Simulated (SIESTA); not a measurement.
## CsLiCr2Te2S3 and the effect of the Hubbard U on Cr d

```yaml
crystal:
  lattice:
    - [3.60358, 0.00000, 0.00000]
    - [-1.80179, 3.12079, 0.00000]
    - [0.00000, 0.00000, 19.06651]
  atoms:
    - { symbol: Cs, position: [0.00000, 0.00000, 0.37399] }
    - { symbol: Li, position: [0.66667, 0.33333, 0.01607] }
    - { symbol: Cr, position: [0.00000, 0.00000, 0.86637] }
    - { symbol: Cr, position: [0.33333, 0.66667, 0.16833] }
    - { symbol: Te, position: [0.33333, 0.66667, 0.53891] }
    - { symbol: Te, position: [0.66667, 0.33333, 0.77276] }
    - { symbol: S, position: [0.00000, 0.00000, 0.10030] }
    - { symbol: S, position: [0.33333, 0.66667, 0.92920] }
    - { symbol: S, position: [0.66667, 0.33333, 0.23408] }
```

The cell comes from a database or a generator and needn't be the stable form of this composition.

Kept alike: task density of states; functional PBE; k mesh 9 × 9 × 2; occupations fermi-dirac, width 0.05 eV; collinear spin, ferromagnetic start. Program: SIESTA, files PseudoDojo sr-pbe-0.4.1-standard, DZP (energy shift 0.003 Ry; two zetas on semicore shells; d shell added on Cs). The mesh is that of the run's cell of 9 atoms. No spin-orbit coupling.

| run | pressure (GPa) | largest site moment (μB) |
| --- | --- | --- |
| A | 3.57 | 3.93 |
| B | 0.61 | 3.30 |
| C | 4.97 | 4.19 |
| D | 2.12 | 3.61 |

Pressure is positive in compression. For a metal such a mesh leaves the last digits unconverged. How U acts hangs on the program's projectors. The runs hold the magnetic state that their start led to, which needn't be the lowest. Site moments are Mulliken populations, which hang on the basis.

Task: The runs differ in the Hubbard U on Cr d alone: 0; 2; 4; 6 eV. Which run is which?

Result: Run A is 4 eV; run B is 0 eV; run C is 6 eV; run D is 2 eV. The pressure rises from 0.61 to 4.97 GPa between 0 and 6 eV. U localises the shell and weakens its bonds, so the cell pushes outwards. The largest site moment rises from 3.30 to 4.19 μB between 0 and 6 eV.
